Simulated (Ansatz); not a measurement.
Ansatz input file:

```yaml
crystal:
  lattice:
    - [5.975518, 0.0, 0.0]
    - [0.0, 8.317107, 0.0]
    - [0.0, 0.0, 9.216564]
  atoms:
    - { symbol: H, position: [0.184776, 0.643869, 0.728075] }
    - { symbol: H, position: [0.315224, 0.356131, 0.228075] }
    - { symbol: H, position: [0.684776, 0.856131, 0.271925] }
    - { symbol: H, position: [0.815224, 0.143869, 0.771925] }
    - { symbol: S, position: [0.793742, 0.53945, 0.040282] }
    - { symbol: S, position: [0.706258, 0.46055, 0.540282] }
    - { symbol: S, position: [0.293742, 0.96055, 0.959718] }
    - { symbol: S, position: [0.206258, 0.03945, 0.459718] }
    - { symbol: O, position: [0.774067, 0.142224, 0.87594] }
    - { symbol: O, position: [0.7300983293, 0.8568405786, 0.3719612938] }
    - { symbol: O, position: [0.274067, 0.357776, 0.12406] }
    - { symbol: O, position: [0.225933, 0.642224, 0.62406] }
    - { symbol: O, position: [0.846186, 0.532458, 0.886762] }
    - { symbol: O, position: [0.653814, 0.467542, 0.386762] }
    - { symbol: O, position: [0.346186, 0.967542, 0.113238] }
    - { symbol: O, position: [0.153814, 0.032458, 0.613238] }
    - { symbol: O, position: [0.791287, 0.697146, 0.107332] }
    - { symbol: O, position: [0.708713, 0.302854, 0.607332] }
    - { symbol: O, position: [0.291287, 0.802854, 0.892668] }
    - { symbol: O, position: [0.208713, 0.197146, 0.392668] }
    - { symbol: F, position: [0.313949, 0.527888, 0.09332] }
    - { symbol: F, position: [0.186051, 0.472112, 0.59332] }
    - { symbol: F, position: [0.813949, 0.972112, 0.90668] }
    - { symbol: F, position: [0.686051, 0.027888, 0.40668] }
basis:
  ecutwfc: 420
kpoints:
  mp_grid: { grid: [6, 4, 4] }
hamiltonian:
  xc: pbe
  dispersion: d3bj
scf:
  occupations: { method: gaussian, width: 0.02 }
output:
  forces: true
  stress: true
  eigenvalues: true
  populations: true
```

Run as
```bash
ansatz run input.yaml --threads 4 --pin off --max-ram 7168MiB --backend cpu --events-out ev --progress --plain --runs-dir out
```

Method: Ansatz 0.2.0, DFT PBE+D3(BJ), scalar-relativistic, plane waves, PAW.

Abridged output:

```
Pseudopotentials: kind: paw
Pseudopotential: H, paw, valence charge 1, recommended cutoff 420 eV (normal)
Pseudopotential: S, paw, valence charge 6, recommended cutoff 420 eV (normal)
Pseudopotential: O, paw, valence charge 6, recommended cutoff 420 eV (normal)
Pseudopotential: F, paw, valence charge 7, recommended cutoff 420 eV (normal)
Functional definition: PBE
Crystal: 24 atoms, lattice volume = 458.054 Å³
Basis set: ecut = 420 eV, 8899 PW (Γ), exchange–correlation on 80×120×128 points (8 copies of the dense FFT grid, shifted against one another)
Bands: 88, of which v1, the nominal top of the filled ones, is band 64 counted from 1 (63 counted from 0)
Symmetry: 1 space group operations
Space group: P1 (ITA 1), of the structure as read, at distance tolerance 7.7e-5 Å
k-points: 52 of 96 (time reversal used)
Initial density: superposition of atomic densities (neutral atoms: chi_scale 0, normalization atom), corrected by the library's trained network
Initial wavefunctions: pseudopotential atomic-orbital guess
Functional: x = pbe(κ = 0.804, μ = 0.21951497), c = pbe(β = 0.06672455)
SCF iter   1: F=—  HF=-13691.801281 eV  |F-HF|=—  |Δ(HF+E_count)|=         —  Δρ=5.69e-3  dr2=6.30e-2  ethr=1.77e-3  ⟨swp⟩=6.0  Hψ=20477  notcnv=0  defer=138
SCF iter   2: F=—  HF=-13691.783580 eV  |F-HF|=—  |Δ(HF+E_count)|=   1.77e-2  Δρ=2.71e-3  dr2=1.49e-2  ethr=4.92e-5  ⟨swp⟩=3.0  Hψ=9006  notcnv=0  defer=832
SCF iter   3: F=—  HF=-13691.786183 eV  |F-HF|=—  |Δ(HF+E_count)|=   2.60e-3  Δρ=1.39e-3  dr2=5.46e-3  ethr=1.16e-5  ⟨swp⟩=2.0  Hψ=7072  notcnv=0  defer=832
SCF iter   4: F=—  HF=-13691.785891 eV  |F-HF|=—  |Δ(HF+E_count)|=   2.92e-4  Δρ=3.64e-4  dr2=4.65e-4  ethr=4.27e-6  ⟨swp⟩=2.0  Hψ=6448  notcnv=0  defer=832
SCF iter   5: F=—  HF=-13691.785865 eV  |F-HF|=—  |Δ(HF+E_count)|=   2.56e-5  Δρ=1.77e-4  dr2=1.01e-4  ethr=3.63e-7  ⟨swp⟩=2.0  Hψ=6395  notcnv=0  defer=832
SCF iter   6: F=—  HF=-13691.785869 eV  |F-HF|=—  |Δ(HF+E_count)|=   3.78e-6  Δρ=5.98e-5  dr2=1.42e-5  ethr=7.92e-8  ⟨swp⟩=2.9  Hψ=8285  notcnv=0  defer=832
SCF iter   7: F=—  HF=-13691.784968 eV  |F-HF|=—  |Δ(HF+E_count)|=   9.01e-4  Δρ=3.86e-5  dr2=6.67e-6  ethr=1.11e-8  ⟨swp⟩=2.0  Hψ=6854  notcnv=0  defer=832
SCF iter   8: F=—  HF=-13691.784967 eV  |F-HF|=—  |Δ(HF+E_count)|=   5.81e-7  Δρ=1.19e-5  dr2=3.91e-7  ethr=5.21e-9  ⟨swp⟩=2.2  Hψ=6225  notcnv=0  defer=832
SCF iter   9: F=-13691.784967 eV  HF=-13691.784967 eV  |F-HF|=3.11e-8  |Δ(HF+E_count)|=   1.83e-7  Δρ=4.57e-6  dr2=7.52e-8  ethr=7.81e-11  ⟨swp⟩=12.4  Hψ=22752  notcnv=0
SCF 1 converged in 9 iterations: F = -13691.784967 eV  dr2 = 7.52e-8
SCF converged after 9 iterations
Free energy (F): -13691.784967 eV
Harris-Foulkes:  -13691.784967 eV  (|F-HF|=3.11e-8)
Internal energy: -13691.784967 eV  (E = F + TS)
E sigma→0 (E₀):  -13691.784967 eV
Fermi energy:    -0.642294 eV
--- Per-component energies (eV) ---
  E_band       = -1272.202406
  E_kinetic    = 3380.841766
  E_local      = -11584.995930  (includes V_loc(G=0)·N_el)
  E_nonlocal   = 994.095876
  E_hartree    = 4275.110227
  E_xc         = -1606.455712
  E_vxc        = -1904.160494  (∫ρ·V_xc dr)
  E_paw        = -5095.630487  (= ΣΔE_a)
  E_vpaw       = -708.244214  (= ΣTr[D̂ρ^β])
  E_aug_tail   = 0.031597  (compensation charges beyond the density's cutoff)
  E_ewald      = -4053.565449
  E_disp       = -1.216856  (pairwise vdW)
  E_smearing   =  0.000000  (= −TS)
--- Forces (eV/Å), atoms counted from 1 ---
  atom   1  H      0.06044404     0.02638482    -0.09901971
  atom   2  H     -0.06026737    -0.02642307    -0.10017361
  atom   3  H     -0.33481384     0.05843119    -1.20334353
  atom   4  H     -0.05993508     0.02524391     0.10048080
  atom   5  S     -0.02231432    -0.32989029     0.06648392
  atom   6  S      0.02202520     0.32861763     0.05858137
  atom   7  S     -0.02253487     0.32821513    -0.06043389
  atom   8  S      0.02289399    -0.32745711    -0.06745956
  atom   9  O      0.05864468    -0.25022400    -0.04281391
  atom  10  O      0.25574620     0.65591612     1.43303211
  atom  11  O      0.05845916     0.24966242     0.04271543
  atom  12  O     -0.05879241    -0.24978874     0.04226322
  atom  13  O      0.08182340    -0.00794604    -0.27007407
  atom  14  O     -0.08129642     0.00803289    -0.26541707
  atom  15  O      0.08092491     0.00859345     0.26604920
  atom  16  O     -0.08262124    -0.00920939     0.26916330
  atom  17  O      0.01639334     0.37091712     0.15743548
  atom  18  O     -0.01530591    -0.38751161     0.16745457
  atom  19  O      0.01459838    -0.38377367    -0.16921342
  atom  20  O     -0.01294452     0.38201980    -0.16699461
  atom  21  F     -0.03737427    -0.28990607     0.07875970
  atom  22  F      0.03755939     0.29055154     0.07852689
  atom  23  F     -0.03757148     0.29098216    -0.07921497
  atom  24  F      0.11621178    -0.76108458    -0.23673465
--- Stress (GPa, compression-positive) ---
       -0.301257       0.039440       0.134689
        0.039440      -0.375434      -0.075206
        0.134689      -0.075206       0.652475
  P = ⅓ Tr σ = -0.0081 GPa (-0.081 kbar)
--- Band table (eV; the first three rows and the last of 52) ---
  k-point 0: bands = ["-26.0488", "-26.0445", "-26.0428", "-25.8944", "-23.4358", "-23.4154", "-23.4132", "-23.3886", "-20.9859", "-20.9762", "-20.9477", "-20.9365", "-19.4762", "-19.2181", "-19.2156", "-19.2114", "-10.7495", "-10.6966", "-10.6315", "-10.5812", "-9.0045", "-8.9500", "-8.9423", "-8.9253", "-7.3412", "-7.2436", "-7.1684", "-7.1431", "-7.1252", "-7.0545", "-7.0500", "-6.9520", "-6.9062", "-6.8698", "-6.7681", "-6.7427", "-6.7091", "-6.7033", "-6.4735", "-6.4228", "-5.8198", "-5.7834", "-5.7773", "-5.7374", "-4.1397", "-4.1078", "-4.0801", "-4.0172", "-3.9871", "-3.9469", "-3.9387", "-3.9178", "-3.4736", "-3.4678", "-3.1529", "-3.1212", "-2.9942", "-2.7528", "-2.7219", "-2.6005" ...
  k-point 1: bands = ["-26.0486", "-26.0447", "-26.0428", "-25.8944", "-23.4329", "-23.4182", "-23.4098", "-23.3922", "-20.9804", "-20.9703", "-20.9533", "-20.9422", "-19.4762", "-19.2180", "-19.2151", "-19.2119", "-10.7337", "-10.6801", "-10.6504", "-10.5984", "-8.9987", "-8.9617", "-8.9384", "-8.9240", "-7.3336", "-7.2641", "-7.1514", "-7.1380", "-7.0953", "-7.0398", "-7.0339", "-6.9386", "-6.9120", "-6.8834", "-6.7819", "-6.7458", "-6.7283", "-6.6481", "-6.5331", "-6.4625", "-5.8163", "-5.7902", "-5.7737", "-5.7360", "-4.1403", "-4.1110", "-4.0631", "-4.0111", "-3.9830", "-3.9592", "-3.9408", "-3.9194", "-3.4290", "-3.4085", "-3.1993", "-3.1667", "-2.9578", "-2.7659", "-2.7268", "-2.6176" ...
  k-point 2: bands = ["-26.0485", "-26.0449", "-26.0427", "-25.8944", "-23.4271", "-23.4241", "-23.4024", "-23.3997", "-20.9683", "-20.9656", "-20.9572", "-20.9550", "-19.4762", "-19.2180", "-19.2142", "-19.2129", "-10.6954", "-10.6919", "-10.6409", "-10.6383", "-8.9851", "-8.9796", "-8.9320", "-8.9266", "-7.3067", "-7.3042", "-7.1396", "-7.1318", "-7.0354", "-7.0322", "-7.0030", "-6.9921", "-6.8770", "-6.8747", "-6.8000", "-6.7931", "-6.6574", "-6.6550", "-6.5528", "-6.5507", "-5.8104", "-5.7977", "-5.7710", "-5.7348", "-4.1407", "-4.1123", "-4.0421", "-4.0071", "-3.9845", "-3.9731", "-3.9335", "-3.9276", "-3.3140", "-3.3126", "-3.2835", "-3.2810", "-2.8679", "-2.8624", "-2.6719", "-2.6645" ...
  k-point 51: bands = ["-26.0474", "-26.0436", "-26.0424", "-25.8934", "-23.4190", "-23.4146", "-23.4145", "-23.4129", "-20.9645", "-20.9609", "-20.9600", "-20.9585", "-19.4769", "-19.2186", "-19.2144", "-19.2139", "-10.6866", "-10.6829", "-10.6813", "-10.6808", "-8.9612", "-8.9593", "-8.9554", "-8.9550", "-7.1940", "-7.1910", "-7.1898", "-7.1711", "-6.9420", "-6.9387", "-6.9358", "-6.9350", "-6.7458", "-6.7445", "-6.7433", "-6.7407", "-6.6108", "-6.6096", "-6.6082", "-6.5996", "-5.9931", "-5.9891", "-5.9880", "-5.9302", "-4.1768", "-4.1217", "-4.1180", "-4.1170", "-3.9263", "-3.9059", "-3.9025", "-3.9012", "-3.3111", "-3.3050", "-3.3012", "-3.3004", "-2.6878", "-2.6840", "-2.6814", "-2.6811 ...
--- Löwdin populations: 24 sites ---
  site symbol q [e]
     0      H      0.5617
     1      H      0.5618
     2      H      0.5552
     3      H      0.5618
     4      S      4.4148
     5      S      4.4146
     6      S      4.4147
     7      S      4.4146
     8      O      6.2335
     9      O      6.2374
    10      O      6.2335
    11      O      6.2336
    12      O      6.5885
    13      O      6.5880
    14      O      6.5883
    15      O      6.5885
    16      O      6.5928
    17      O      6.5930
    18      O      6.5933
    19      O      6.5932
    20      F      7.1396
    21      F      7.1395
    22      F      7.1395
    23      F      7.1426
  spilling = 0.014657 (of n_electrons = 128.000000)
```

Self-consistency was reached.

The run took 2.2 min on 4 threads of Arm Neoverse N1, on a shared host, peak memory 2 GiB.